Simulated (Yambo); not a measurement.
Yambo run on Si (space group P6_3/mmc, No. 194). The wavefunctions are LDA (Quantum ESPRESSO, PseudoDojo norm-conserving, 32 Ry, scalar-relativistic) ones on a 6×6×2 mesh (8 occupied bands); a = b = 3.799 Å, c = 6.274 Å, α = β = 90.00°, γ = 120.00°.

Yambo input:

```
rim_cut
HF_and_locXC
RandQpts= 10000
RandGvec= 1 Ry
EXXRLvcs= 32 Ry
VXCRLvcs= 128 Ry
% QPkrange
 1 | 1 | 8 | 9 |
 7 | 7 | 9 | 9 |
%
```

k points by index: 1 = Γ, 7 = M.

Table of the .hf output:

```
#    K-point    Band    Eo [eV]    Ehf [eV]    Vxc [eV]    Vnlxc [eV]
#
    1    8    0.000000    -1.401413    -11.41745    -12.81886
    1    9    0.985210    4.961428    -10.18323    -6.207009
    7    9    0.272559    4.047567    -9.239255    -5.464246
```
Exchange alone, without screening.

Geometry relaxed with LDA.

This is not the ordinary phase of the substance; no match was found in the copy of COD used, and its stability was not checked.
